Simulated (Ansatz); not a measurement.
Structure relaxation, TiC

The start is a relaxed TiC cell displaced along its unstable phonon at q = (½, 0, 0) of its primitive reciprocal cell (66i cm⁻¹), largest move 0.15 Å. Cell shape, volume and atoms are optimised at zero target pressure with PBE (plane waves to 420 eV, PAW, scalar-relativistic; Ansatz, a program for electronic structure). The first steps use a coarse 4×8×12 k-mesh.

The start:
```
CELL_PARAMETERS angstrom
      8.02872     0.00000     0.00000
      0.00000     4.01436     0.00000
      0.00000     0.00000     2.68677
ATOMIC_POSITIONS crystal
  Ti 0.00258 0.00000 0.96729
  Ti 0.49742 0.00000 0.03271
  Ti 0.24849 0.50000 0.05565
  Ti 0.75151 0.50000 0.94435
  C  0.00584 0.50000 0.70942
  C  0.49416 0.50000 0.74191
  C  0.24657 0.00000 0.30197
  C  0.75343 0.00000 0.24670
```

### Question
By how much does the energy per atom fall from start to end?

### Answer
0.89 eV/atom.

### Question
Does it find its way back to the structure it was made from?

### Answer
It does not go back: it reaches Fm-3m (No. 225), rock salt type, 0.89 eV/atom below the parent.

### Question
How do the shortest distances between atoms change?

### Answer
The closest pairs of elements (up to four, under 3.6 Å), start → end: C–Ti 2.11 → 2.17 Å; C–C 2.69 → 3.06 Å; Ti–Ti 2.69 → 3.06 Å.

### Question
What band gap does the relaxed structure have at this level?

### Answer
Zero (metallic).

Final values are on a 18×18×18 k-mesh of the relaxed cell. No spin polarisation in the result.

The run could not lose the symmetry of its start.

Of the parent cell (P4/nmm (No. 129)): it is a generated cell of TiC: the first start was made by placing the elements on the sites of a structure type, and the end was not matched to a known phase here, so it may be hypothetical. Known forms of TiC include space group No. 225.
